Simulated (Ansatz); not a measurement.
# Clamped-ion strain scan in Pb

Theory: DFT PBEsol, scalar-relativistic, plane waves, PAW in Ansatz 0.2.0. Settings: plane waves to 420 eV, k-mesh 12×12×12 (Γ-centred), Gaussian smearing 0.15 eV. Spin–orbit coupling is left out, which can shift energies with elements as heavy as these. No spin polarisation. Energies are free energies at this smearing, counted from the undisturbed cell; pressure is positive in compression.

Reference structure (as given, not relaxed at this level; it stands at 0.4 GPa; this diamond-type form isn't the usual structure):

```
Pb
1.0
     0.00000    3.43900    3.43900
     3.43900    0.00000    3.43900
     3.43900    3.43900    0.00000
Pb
2
Direct
  0.50000 0.50000 0.50000
  0.75000 0.75000 0.75000
```

The cell is strained by ε times the Voigt pattern (0, 1, 0, 0, 0, 0) (xx, yy, zz, yz, xz, xy; engineering shear) with fractional coordinates fixed. The cell is metallic on the mesh throughout.

| ε | ΔE (meV/atom) | stress summed along the pattern (GPa, tension positive) | pressure (GPa) |
| --- | --- | --- | --- |
| -0.0400 | 12.8 | -2.12 | 1.9 |
| -0.0200 | 4.2 | -1.25 | 1.1 |
| 0.0000 | 0.0 | -0.43 | 0.4 |
| 0.0100 | -0.6 | -0.04 | 0.1 |
| 0.0300 | 1.1 | 0.69 | -0.5 |